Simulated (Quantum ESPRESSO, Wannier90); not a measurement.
Wannierisation of Zn2SeS (P-4m2)

```
Zn2SeS
1.0
    3.90929     0.00000     0.00000
    0.00000     3.90929     0.00000
    0.00000     0.00000     5.52212
Zn Se S
2 1 1
Direct
  0.50000   0.00000   0.76306
  0.00000   0.50000   0.23694
  0.00000   0.00000   0.50000
  0.50000   0.50000   0.00000
```

Structure: Materials Project mp-1215430, symmetrised, not relaxed again. Not found in the COD (Crystallography Open Database) copy used; not checked further. Method: PBEsol plane waves in Quantum ESPRESSO 7.5 (PseudoDojo norm-conserving files, 69 Ry, no spin polarisation, no spin-orbit coupling), Bloch states on a 8×8×6 mesh through Γ, Wannier90 4.0.1. Density: 8×8×6 mesh, cold smearing 0.01 Ry. Spin-orbit coupling, left out, would split the p-like bands by a few tenths of an eV.

Base run: 16 functions from bands 14-15,26-53 of the 53 computed, start hydrogen-like Zn: s;p; Se: s;p; S: s;p, centres 0.05 Å off the atoms, frozen window up to 2.99 eV relative to the valence-band maximum, outer window open. Bands 16–25 (Zn 3d 94 %) lie between the kept ones and are excluded. Rows change the key named; with other orbitals the number of functions and the frozen window follow, as listed; window edges are relative to the valence-band maximum. The misfit compares interpolated bands with pw.x on a high-symmetry path, for states up to 2.5 eV relative to the valence-band maximum. Converged means that the tolerances were met: symmetric starts can stop on a saddle, which shows as a larger Ω_OD at equal Ω_I and can move the misfit too.

```json
[
 {"setting": "base", "functions": "16", "frozen to (eV)": "2.99", "Ω_I (Å²)": "26.99", "Ω_D (Å²)": "0.02", "Ω_OD (Å²)": "3.38", "rms misfit (meV)": "1.9", "worst (meV)": "22", "ended": "converged"},
 {"setting": "only the lowest 23 of the kept bands", "functions": "16", "frozen to (eV)": "2.99", "Ω_I (Å²)": "33.19", "Ω_D (Å²)": "0.10", "Ω_OD (Å²)": "4.15", "rms misfit (meV)": "1.7", "worst (meV)": "22", "ended": "converged"},
 {"setting": "only the lowest 26 of the kept bands", "functions": "16", "frozen to (eV)": "2.99", "Ω_I (Å²)": "29.93", "Ω_D (Å²)": "0.05", "Ω_OD (Å²)": "3.76", "rms misfit (meV)": "2.0", "worst (meV)": "24", "ended": "converged"},
 {"setting": "dis_num_iter = 20", "functions": "16", "frozen to (eV)": "2.99", "Ω_I (Å²)": "27.71", "Ω_D (Å²)": "0.01", "Ω_OD (Å²)": "3.52", "rms misfit (meV)": "2.4", "worst (meV)": "21", "ended": "step limit"}
]
```

Runs of this sweep that didn't settle are not listed.
